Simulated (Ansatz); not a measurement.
**Structure relaxation, Fe**

The start is a relaxed Fe cell, doubled along one cell vector, shaken by Gaussian noise of σ = 0.08 Å a coordinate. A full variable-cell relaxation at zero pressure is run with PBEsol (plane waves to 420 eV, PAW, scalar-relativistic; Ansatz, a first-principles code). The first steps use a coarse 14×14×7 k-mesh.

Input geometry:
```yaml
crystal:
  lattice:
    - [2.32752, 0.00000, 0.00000]
    - [0.00000, 2.32752, 0.00000]
    - [0.00000, 0.00000, 4.65504]
  atoms:
    - { symbol: Fe, position: [0.49318, 0.52252, 0.26756] }
    - { symbol: Fe, position: [0.49913, 0.57470, 0.72166] }
```
Spin-polarised start, with parallel moments on Fe.

### Question
What pressure does the first self-consistent step give?

### Answer
+4.7 GPa (positive: the cell is compressed).

### Question
By how much does the energy per atom fall from start to end?

### Answer
0.97 eV/atom.

### Question
How does the volume per atom move from start to end?

### Answer
-14.2 %, from 12.61 to 10.82 Å³/atom.

### Question
Does it find its way back to the structure it was made from?

### Answer
It does not go back: it reaches Im-3m (No. 229), bcc (W type), 0.86 eV/atom below the parent.

### Question
How do the shortest distances between atoms change?

### Answer
The closest pairs of elements (up to four, under 3.6 Å), start → end: Fe–Fe 2.12 → 2.41 Å.

Final values are on a 23×23×23 k-mesh of the relaxed cell. Spin state reached: ferromagnetic (net 2.10 μB/atom), from parallel starting moments; other spin orders were not run from this start.

The run could not lose the symmetry of its start.

Of the parent cell (Pm-3m (No. 221)): it is a generated cell of Fe: the first start was made by a random draw of sites in a space group, and the end was not matched to a known phase here, so it may be hypothetical. Known forms of Fe include space group No. 229.
